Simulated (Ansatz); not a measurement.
Starting cell, Sn (beta-Sn type, space group I4_1/amd):

```xyz
4
Lattice="-5.9470 5.9470 3.2123 0.0000 0.0000 3.2123 0.0000 5.9470 0.0000" Properties=species:S:1:pos:R:3 pbc="T T T"
Sn    -5.9470     8.9205     4.0154
Sn    -2.9735     5.9470     2.4092
Sn     0.0000     0.0000     0.0000
Sn    -2.9735     2.9735     1.6062
```

The atoms are displaced by Q × the pattern below (from a DFPT mode at M = (0.5, 0.5, 0.5), largest move 1; Q in Å), at fixed cell. It is one choice among 2 degenerate patterns. (q is in reciprocal vectors of the primitive cell; the cell shown is doubled to hold the pattern.)

| atom | x | y | z |
|---|---|---|---|
| Sn1 | 0.000 | 0.000 | -1.000 |
| Sn2 | 0.000 | 0.000 | 1.000 |
| Sn3 | 0.000 | 0.000 | -0.324 |
| Sn4 | 0.000 | 0.000 | 0.324 |

These are PBE (plane waves to 420 eV, PAW, scalar-relativistic; Ansatz, an electronic-structure program) values and carry that method's errors. k mesh 16×16×16 (Γ-centred), Fermi-Dirac smearing 0.05 eV. E stands for the smeared free energy. With partly filled bands, energies and forces of such displacements shift with the k mesh and the smearing. Sn was relaxed with its symmetry unable to fall. ΔE is measured from the undisplaced structure.

Task: Predict the ΔE (meV/cell) at Q (Å) = -0.180, -0.120, -0.090, 0.030, 0.150, 0.180.

Result: 
```csv
Q (Å),ΔE (meV/cell)
-0.180,21.6
-0.120,9.9
-0.090,5.7
0.030,0.6
0.150,15.3
0.180,21.6
```

(For displaced atoms, the force is minus the slope of the energy, and its curvature is a force constant, which sets phonon frequencies.)
